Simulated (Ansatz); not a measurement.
CdPtC6N6: a ladder of calculations

Cell of run 1: an entry of the Crystallography Open Database (COD), atoms as given.

```cif
data_CdPtC6N6
_symmetry_space_group_name_H-M 'Fm-3m'
_symmetry_Int_Tables_number 225
_cell_length_a 10.9228
_cell_length_b 10.9228
_cell_length_c 10.9228
_cell_angle_alpha 90.000
_cell_angle_beta 90.000
_cell_angle_gamma 90.000
loop_
_atom_site_label
_atom_site_type_symbol
_atom_site_symmetry_multiplicity
_atom_site_Wyckoff_symbol
_atom_site_fract_x
_atom_site_fract_y
_atom_site_fract_z
Cd Cd 4 b 0.5000 0.5000 0.5000
Pt Pt 4 a 0.0000 0.0000 0.0000
C C 24 e 0.5000 0.8137 0.5000
N N 24 e 0.5000 0.7145 0.5000
```

One atom of each set is listed; the run and its k-mesh use a cell of 14 atoms with edges of 7.72, 7.72, 7.72 Å.

Relaxed positions (PBE, cell held):

Cd (0.5000, 0.5000, 0.5000)
Pt (0.0000, 0.0000, 0.0000)
C (0.5000, 0.8166, 0.5000)
N (0.5000, 0.7107, 0.5000)

All runs are DFT with Ansatz 0.2.0 (plane waves and PAW, scalar-relativistic unless spin–orbit coupling is named, Γ-centred meshes, Fermi–Dirac smearing where given) in this cell.

Run 1: PBE, atoms as given; 420 eV, 5×5×5 k-points, smearing 0.05 eV.
Run 2: PBE, atoms relaxed; 420 eV, 5×5×5 k-points, smearing 0.05 eV.
Run 3: r2SCAN, at the relaxed atoms; 500 eV, 5×5×5 k-points, smearing 0.05 eV.

| run | C V_zz (η) | N V_zz (η) |
| --- | --- | --- |
| 1 | -4.06 (0.00) | -7.32 (0.00) |
| 2 | -3.82 (0.00) | -5.89 (0.00) |
| 3 | ? | ? |

V_zz in 10²¹ V/m²; 2 of the 4 sets of like atoms are followed.

**Question.** Estimate the row of run 3.

**Answer.** C: -4.19 (0.00); N: -6.18 (0.00). It lies nearest to run 2, from whose tensors on these sites it differs by 0.36 at most (largest principal value of the difference, on C). Taken one at a time, the positions of the atoms (as given or relaxed) move the tensors on these sites by up to 1.43 (largest principal value of the change, on N), the functional (r2SCAN with its higher cutoff) by 0.36 (C).

Without spin–orbit coupling the gradients at and beside Pt can be off by some per cent, at some sites by more. The database entry as given showed forces above 3 eV/Å or a pressure above 30 GPa, though relaxing it moves no atom far. In runs 1, 3 the atoms aren't at the calculated equilibrium (largest force 11, 0.86 eV/Å). The cell isn't the equilibrium one in run 1 (calculated pressure 11 GPa), and the entry's cell may itself be off.
